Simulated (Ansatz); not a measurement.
MgNi3C (anti-perovskite, Pm-3m), PBEsol (plane waves, PAW; program Ansatz), all energies at zero smearing, with the estimated change up to a 700 eV cutoff added, with one set of potentials and settings (totals compare only within such a set). Cell of 5 atoms (1 Mg, 3 Ni, 1 C): -19574.496 eV.

```json
[
 {"element": "Mg", "reference phase": "P6_3/mmc, 2 atoms in the cell", "E (eV/atom)": "-1912.0511"},
 {"element": "Ni", "reference phase": "Fm-3m, 1 atoms in the cell, spin-polarised", "E (eV/atom)": "-5804.9762"},
 {"element": "C", "reference phase": "P6_3/mmc, 4 atoms in the cell", "E (eV/atom)": "-246.6950"}
]
```

Formation energy per atom, worked out: (-19574.496 − 1×(-1912.0511) − 3×(-5804.9762) − 1×(-246.6950))/5 = -0.164 eV/atom (-16 kJ per mol of atoms), at 0 K, without zero-point energy or fitted corrections.

The first step of the workflow began from a Materials Project structure, measured or hypothetical; the Crystallography Open Database files this formula in space group No. 221, but the cells were not matched. Whether it is the stable phase at ambient conditions was not checked. The cell was relaxed with PBEsol under the symmetry of its start; of distortions, only those at the zone centre were tested. The workflow began spin-polarised and lost its moments. The references are the lowest solids computed at this level, not always the standard phases.

Potentials: the later of the program's two PAW sets.
